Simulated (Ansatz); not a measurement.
A plane-wave DFT run in Ansatz 0.2.0 (scalar-relativistic PAW potentials unless the input names others): input and command.

```yaml
crystal:
  lattice:
    - [4.177938745, 0.0, 0.0]
    - [0.0, 4.177938745, 0.0]
    - [0.0, 0.0, 4.177938745]
  atoms:
    - { symbol: Rb, position: [0.0, 0.0, 0.0] }
    - { symbol: V, position: [0.5, 0.5, 0.5], spin: 2.51 }
    - { symbol: F, position: [0.5, 0.5, 0.0] }
    - { symbol: F, position: [0.0, 0.5, 0.5] }
    - { symbol: F, position: [0.5, 0.0, 0.5] }
basis:
  ecutwfc: 500
kpoints:
  mp_grid: { grid: [8, 8, 8] }
hamiltonian:
  xc: r2scan
scf:
  max_iter: 100
output:
  forces: true
  eigenvalues: true
  stress: true
magnetization:
  spin_polarized: true
```

```bash
ansatz run input.yaml --threads 1 --pin off --max-ram 2560MiB --backend cpu --events-out ev --progress --plain --runs-dir out
```

What is wrong with this input?

The program refuses it, because of no occupation method (scf.occupations: {"method": "gaussian", "width": 0.02} → not typed). With the sound run's settings it is accepted.

Abridged log:
```
Error: YAML parse error: `scf.occupations.method` is required: fixed only where the cell keeps a band gap throughout the run, explicit beside scf.occupations.values (under evaluate: without them), else a smearing such as fermi_dirac (scf.occupations.width is optional; its entry in the input reference gives the default)
```